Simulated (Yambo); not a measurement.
Yambo run on CsScS2O8 (space group P321, No. 150). The wavefunctions come from this Quantum ESPRESSO step (PBEsol, PseudoDojo standard norm-conserving files, scalar-relativistic):

```
&CONTROL
  calculation = 'nscf'
  pseudo_dir = './pseudo'
  outdir = './out'
/
&SYSTEM
  ibrav = 0
  nat = 12
  ntyp = 4
  ecutwfc = 84.0
  ecutrho = 336.0
  occupations = 'fixed'
  force_symmorphic = .true.
  nbnd = 309
/
&ELECTRONS
  conv_thr = 1.2000000000000002e-08
  diago_full_acc = .true.
  diago_thr_init = 1e-08
/
ATOMIC_SPECIES
O 15.9990 O.upf
S 32.0600 S.upf
Sc 44.9559 Sc.upf
Cs 132.9055 Cs.upf
CELL_PARAMETERS angstrom
  5.246769953000   0.000000000000   0.000000000000
 -2.623384977000   4.543836067000   0.000000000000
  0.000000000000   0.000000000000   8.871640000000
ATOMIC_POSITIONS crystal
O   0.137680000000   0.362350000000   0.144190000000
O   0.637650000000   0.775330000000   0.144190000000
O   0.224670000000   0.862320000000   0.144190000000
O   0.362350000000   0.137680000000   0.855810000000
O   0.775330000000   0.637650000000   0.855810000000
O   0.862320000000   0.224670000000   0.855810000000
O   0.333333333000   0.666666667000   0.366840000000
O   0.666666667000   0.333333333000   0.633160000000
S   0.333333333000   0.666666667000   0.202460000000
S   0.666666667000   0.333333333000   0.797540000000
Sc   0.000000000000   0.000000000000   0.000000000000
Cs   0.000000000000   0.000000000000   0.500000000000
K_POINTS automatic
3 3 1 0 0 0
```

Yambo input:

```
rim_cut
gw0
dyson
el_el_corr
HF_and_locXC
ppa
em1d
RandQpts= 1000000
RandGvec= 1 Ry
EXXRLvcs= 84 Ry
VXCRLvcs= 336 Ry
Chimod= "HARTREE"
% BndsRnXp
 2 | 308 |
%
NGsBlkXp= 7 Ry
% LongDrXp
 1.0 | 1.0 | 1.0 |
%
PPAPntXp= 27.2114 eV
% GbndRnge
 1 | 308 |
%
GTermKind= "BG"
DysSolver= "n"
ExtendOut
% QPkrange
 1 | 1 | 40 | 41 |
 2 | 2 | 40 | 41 |
 3 | 3 | 40 | 41 |
%
```

k points by index: 1 = Γ, 2 = (0, 0.333, 0), 3 = K.

Table of the .qp output:

```
#    K-point    Band    Eo [eV]    E [eV]    E-Eo [eV]    Vxc [eV]    Vnlxc [eV]    Sc|Eo [eV]    Sc|E [eV]    dSc/dw|Eo [eV]    Re(Z)    Im(Z)
#
    1    40    -0.055532    -1.445424    -1.389892    -19.81457    -25.54037    4.001009    4.335908    -6.556104    0.805844    -0.001176
    1    41    4.232829    6.449593    2.216764    -17.26991    -9.611033    -4.945020    -5.442112    -6.101507    0.816841    -0.001263
    2    40    0.000000    -1.365296    -1.365296    -20.01129    -25.75086    4.044507    4.374267    -6.571781    0.805470    -0.001163
    2    41    4.427561    6.722840    2.295280    -17.65558    -9.728938    -5.100663    -5.631365    -6.291193    0.812215    -0.001362
    3    40    -0.151123    -1.592321    -1.441199    -19.66703    -25.44215    3.987023    4.333923    -6.549277    0.806007    -0.001201
    3    41    4.687505    7.008419    2.320914    -18.18976    -10.23536    -5.080169    -5.633485    -6.486739    0.807501    -0.001563
```
(The two width columns are left out.) Convergence of these settings isn't established.

Geometry of the Materials Project entry, not relaxed at this level.

The structure is a Materials Project entry; no match was found in the copy of COD used, and its stability was not checked.
